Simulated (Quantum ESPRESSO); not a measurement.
# Band energies of PbF2

```
CELL_PARAMETERS angstrom
      0.00000     2.94666     2.94666
      2.94666     0.00000     2.94666
      2.94666     2.94666     0.00000
ATOMIC_POSITIONS crystal
  F  0.75000 0.75000 0.75000
  F  0.25000 0.25000 0.25000
  Pb 0.00000 0.00000 0.00000
```

PBE (stringent potentials; Quantum ESPRESSO, PseudoDojo norm-conserving, 88 Ry, no spin-orbit coupling); path ΓXWKΓLUWLK,UX; energies in eV from the valence-band maximum.

```csv
k (1/Å),point,band 14,band 15,band 16,band 17,band 18,band 19,band 20,band 21
0.00,Γ,-2.58,-2.58,-2.09,-2.09,-2.09,6.81,6.81,6.81
0.53,,-3.21,-2.15,-1.83,-1.83,-1.01,5.09,7.44,7.44
1.07,X,-3.69,-1.66,-1.65,-1.65,-0.15,4.44,7.97,7.97
1.60,W,-2.80,-2.80,-1.72,-1.59,0.00,6.10,6.10,7.53
1.72,,-3.06,-2.53,-1.73,-1.61,-0.01,5.71,6.48,7.61
1.98,K,-3.45,-2.17,-1.81,-1.67,-0.03,5.35,6.71,7.96
2.28,,-3.00,-2.73,-2.09,-1.73,-0.16,5.65,6.59,7.79
2.80,,-2.76,-2.50,-2.24,-1.96,-1.45,6.00,7.03,7.03
3.11,Γ,-2.58,-2.58,-2.09,-2.09,-2.09,6.81,6.81,6.81
3.31,,-2.61,-2.61,-2.11,-2.11,-1.73,6.36,6.92,6.92
3.93,,-2.79,-2.79,-2.25,-2.25,-0.09,5.06,7.71,7.71
4.03,L,-2.80,-2.80,-2.25,-2.25,-0.05,5.04,7.74,7.74
4.47,,-3.24,-2.47,-1.94,-1.78,-0.04,5.54,6.65,7.89
4.68,U,-3.45,-2.17,-1.81,-1.67,-0.03,5.35,6.71,7.96
5.06,W,-2.80,-2.80,-1.72,-1.59,0.00,6.10,6.10,7.53
5.53,,-2.89,-2.81,-2.01,-1.99,-0.05,5.29,7.14,7.80
5.81,L,-2.80,-2.80,-2.25,-2.25,-0.05,5.04,7.74,7.74
5.98,,-2.90,-2.78,-2.17,-2.12,-0.05,5.13,7.50,7.77
6.39,,-3.39,-2.28,-1.85,-1.69,-0.03,5.52,6.56,7.94
6.47,K,-3.45,-2.17,-1.81,-1.67,-0.03,5.35,6.71,7.96
6.47,U,-3.45,-2.17,-1.81,-1.67,-0.03,5.35,6.71,7.96
6.84,X,-3.69,-1.66,-1.65,-1.65,-0.15,4.44,7.97,7.97
```

The PBE gap is indirect, 4.44 eV, from W to X; the smallest direct gap is 4.59 eV.

Spin-orbit coupling is left out; with 6p states at a band edge it can lower the gap by many tenths of an eV, most of a small gap.

Geometry relaxed with PBEsol.
